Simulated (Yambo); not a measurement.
Yambo run on Rb$_{2}$NaScF$_{6}$ (space group Fm-3m, No. 225). The wavefunctions come from this Quantum ESPRESSO step (LDA, PseudoDojo standard norm-conserving files, scalar-relativistic):

```
&CONTROL
  calculation = 'nscf'
  pseudo_dir = './pseudo'
  outdir = './out'
/
&SYSTEM
  ibrav = 0
  nat = 10
  ntyp = 4
  ecutwfc = 88.0
  ecutrho = 352.0
  occupations = 'fixed'
  force_symmorphic = .true.
  nbnd = 320
/
&ELECTRONS
  conv_thr = 1e-08
  diago_full_acc = .true.
  diago_thr_init = 1e-08
/
ATOMIC_SPECIES
F 18.9984 F.upf
Na 22.9898 Na.upf
Sc 44.9559 Sc.upf
Rb 85.4678 Rb.upf
CELL_PARAMETERS angstrom
  0.000000000000   4.374530000000   4.374530000000
  4.374530000000   0.000000000000   4.374530000000
  4.374530000000   4.374530000000   0.000000000000
ATOMIC_POSITIONS crystal
F   0.766770000000   0.233230000000   0.233230000000
F   0.233230000000   0.766770000000   0.766770000000
F   0.233230000000   0.766770000000   0.233230000000
F   0.766770000000   0.233230000000   0.766770000000
F   0.233230000000   0.233230000000   0.766770000000
F   0.766770000000   0.766770000000   0.233230000000
Na   0.500000000000   0.500000000000   0.500000000000
Sc   0.000000000000   0.000000000000   0.000000000000
Rb   0.750000000000   0.750000000000   0.750000000000
Rb   0.250000000000   0.250000000000   0.250000000000
K_POINTS automatic
2 2 2 0 0 0
```

Yambo input:

```
rim_cut
gw0
dyson
el_el_corr
HF_and_locXC
ppa
em1d
RandQpts= 1000000
RandGvec= 1 Ry
EXXRLvcs= 88 Ry
VXCRLvcs= 352 Ry
Chimod= "HARTREE"
% BndsRnXp
 3 | 317 |
%
NGsBlkXp= 8 Ry
% LongDrXp
 1.0 | 1.0 | 1.0 |
%
PPAPntXp= 27.2114 eV
% GbndRnge
 1 | 317 |
%
GTermKind= "BG"
DysSolver= "n"
ExtendOut
% QPkrange
 1 | 1 | 40 | 41 |
 2 | 2 | 40 | 41 |
%
```

k points by index: 1 = Γ, 2 = L.

Resulting energies as the program prints them:

```
#    K-point    Band    Eo [eV]    E [eV]    E-Eo [eV]    Vxc [eV]    Vnlxc [eV]    Sc|Eo [eV]    Sc|E [eV]    dSc/dw|Eo [eV]    Re(Z)    Im(Z)
#
    1    40    0.000000    -2.305585    -2.305585    -22.21638    -30.01447    4.922471    5.492502    -6.727206    0.801781    -0.001391
    1    41    6.547501    8.143944    1.596443    -9.473645    -4.639458    -3.042293    -3.237743    -3.331314    0.890929    -0.647392E-3
    2    40    -0.130443    -2.456638    -2.326195    -21.94841    -29.75566    4.905799    5.481059    -6.728771    0.801744    -0.001372
    2    41    6.955227    9.887618    2.932391    -18.69256    -10.49455    -4.560770    -5.265619    -6.534802    0.806260    -0.008719
```
(The two width columns are left out.) Convergence of these settings isn't established.

Geometry of the Materials Project entry, not relaxed at this level.

The structure is a Materials Project entry; no match was found in the copy of COD used, and its stability was not checked.
